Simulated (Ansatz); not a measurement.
BaTiO$_{3}$ (cubic perovskite)

```
CELL_PARAMETERS angstrom
      3.99442     0.00000     0.00000
      0.00000     3.99442     0.00000
      0.00000     0.00000     3.99442
ATOMIC_POSITIONS crystal
  Ba 0.00000 0.00000 0.00000
  Ti 0.50000 0.50000 0.50000
  O  0.00000 0.50000 0.50000
  O  0.50000 0.50000 0.00000
  O  0.50000 0.00000 0.50000
```

In this cell atom 5 (O, nearest neighbour Ti at 1.997 Å; its periodic images, 4.0 Å or more away, move with it) is moved by s towards the nearest neighbour, unit vector (0.000, -1.000, 0.000); all other atoms and the cell stay fixed.

Method: r2SCAN (plane waves to 500 eV, PAW, scalar-relativistic; Ansatz, a quantum-chemistry and plane-wave program). k mesh 7×7×7 (Γ-centred), Fermi-Dirac smearing 0.05 eV. The energy includes the smearing's −TS. BaTiO3 is run without spin polarisation. BaTiO3 was relaxed with its symmetry unable to fall. The PAW data are Ansatz's earlier set. This is a high-temperature form of BaTiO3. The zero of ΔE is the undisplaced structure.

The scan covers s from -0.200 to 0.200 Å in 11 points.

Task: Is this a single well or a double well?

Result: A single well with its minimum at or next to zero displacement.

Task: Is the energy the same for equal positive and negative displacements?

Result: Even: the same for both signs. With its periodic images moving along, the atom's site symmetry in this cell is 4/mmm.

Task: What force acts on the atom along the line at s = -0.200 Å?

Result: 1.69 eV/Å.

Task: What is the energy change at s = 0.200 Å?

Result: 134.8 meV/cell.

Task: What is the force constant k = d²E/ds² of this move at s = 0?

Result: 4.98 eV/Å².

(A displaced cell: forces are minus the slopes of the energy, force constants its curvatures, and phonons follow from these.)
